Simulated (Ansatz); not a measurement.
Level: PBE, no spin polarisation; 420 eV; 4×6×4 Γ-centred mesh; fermi-dirac occupations (width 0.1 eV); Ansatz 0.2.0, fixed geometry.

Computed maps in the lattice plane spanned by a (left to right, 7.17 Å, 22 points from zero) and c (bottom to top, 7.41 Å, 22 points from zero), 90° apart, at height 0.000 along b. The fields are smooth PAW ones with compensation charges, not the true ones near nuclei.

Valence density. Digits on a logarithmic scale: 0 up to 0.03 e/Å³, each further digit a factor of 1.6, 9 from 1.3 e/Å³ up:
```
6310000111100135799998
5200000011111124689987
3100000001244323466765
1000000002699842234432
0001110014999962111111
1223332114999962000000
2345554323799951000001
3567776532356420000002
5689997643111100000013
5799998753100000000013
6899999753100000000013
5799998753100000000013
5689997643111100000013
3567776532356420000002
2345554323799951000001
1223332114999962000000
0001110014999962111111
1000000002699842234432
3100000001244323466765
5200000011111124689987
6310000111100135799998
6310000111100135897098
```

ELF. Ten even steps from '0' (0.00) to '9' (0.88):
```
9610000000000048997699
8400000000000017999999
5100000000012002799998
1000000000477610267764
0001210001753650023310
0256664101742650000000
4788888600576730000001
7887778840034200000014
8876567883000000000026
8762236897100000000037
8741926797300000000037
8762236897100000000037
8876567883000000000026
7887778840034200000014
4788888600576730000001
0256664101742650000000
0001210001753650023310
1000000000477610267764
5100000000012002799998
8400000000000017999999
9610000000000048997699
9610000000000048994289
```

Q: The cell is Na₂ICl. Which atoms lie within 0.2 Å of this plane, and where (fractions of a and c)?

A: Na at (0.53, 0.74), Na at (0.53, 0.26), I at (0.17, 0.50), Cl at (0.85, 0.00). The whole cell:
```yaml
crystal:
  lattice:
    - [7.16908, 0.00000, 0.00000]
    - [0.00000, 4.39655, 0.00000]
    - [0.00004, 0.00000, 7.41263]
  atoms:
    - { symbol: Na, position: [0.53302, 0.00000, 0.74363] }
    - { symbol: Na, position: [0.99824, 0.50000, 0.75634] }
    - { symbol: Na, position: [0.53302, 0.00000, 0.25638] }
    - { symbol: Na, position: [0.99824, 0.50000, 0.24366] }
    - { symbol: I, position: [0.17386, 0.00000, 0.50000] }
    - { symbol: I, position: [0.35700, 0.50000, 0.00000] }
    - { symbol: Cl, position: [0.68091, 0.50000, 0.50000] }
    - { symbol: Cl, position: [0.85072, 0.00000, 0.00000] }
```

Origin: a known structure type with other elements, at an estimated volume, so it need not be a known compound.
